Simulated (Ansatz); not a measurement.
Values for one crystal, relaxed and computed with LDA (plane waves, PAW; program Ansatz); other levels are named.

| Item | Result |
|---|---|
| Volume per atom | 23.73 Å³ |
| Electronic character | metallic (no gap) |
| Formation energy from the elements (no fitted shifts) | -0.37 eV/atom |
| Density of states at the Fermi level | 0.23 states/eV per atom (mean over ±0.08 eV) |

Which compound is it?
(A) GeSe, rock salt
(B) In2Se3, P3m1 (Pearson symbol hP5)
(C) PtSe2, R3m (Pt on 3a, Se on 3a, Se on 3a)
(D) InSb, zinc blende

B, In2Se3, P3m1 (Pearson symbol hP5)

The start of the workflow was typed in or built on a structure type; neither database checked (COD, Materials Project) lists it. COD files the formula under space group No. 160, 166, 169, 170. Its standing as an ambient phase is unchecked. The LDA relaxation kept the symmetry of its start; whether a distortion lowers the energy is not shown. The volume moved by -18 % from the start of the relaxation. A crystal of weakly bound layers computed without a dispersion correction: the cell and the soft elastic constants depend strongly on that. The references are the lowest solids computed at this level, not always the standard phases. Scalar-relativistic: spin–orbit coupling is off unless named, which matters more the heavier the elements.

Potentials: the earlier of the program's two PAW sets. The files were generated under PBE; for other functionals the program regenerates the frozen cores, and for LDA and PBEsol the local potential too.
